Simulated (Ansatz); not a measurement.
Theory: Ansatz 0.2.0, DFT, PBE, plane waves (420 eV) with PAW, scalar-relativistic.

An element in the dhcp structure gives this curve. The cell is scaled uniformly from the relaxed one, with fractional coordinates and shape fixed. Energies are extrapolated to zero smearing, pressures are those at the given smearing. Magnetic state: non-magnetic.

```csv
V (Å³/atom),E − E₀ (meV/atom),P (GPa)
12.165,242.7,53.31
12.718,98.5,31.24
13.271,22.3,13.75
13.824,-0.1,-0.11
14.377,20.3,-11.07
14.930,74.3,-19.71
15.483,154.8,-26.47
```

Problem. Which element is it?
A. iridium
B. palladium
C. silicon
D. ruthenium

Solution. D. Its fit is V₀ = 13.82 Å³/atom, B₀ = 308 GPa, B₀′ = 4.8.
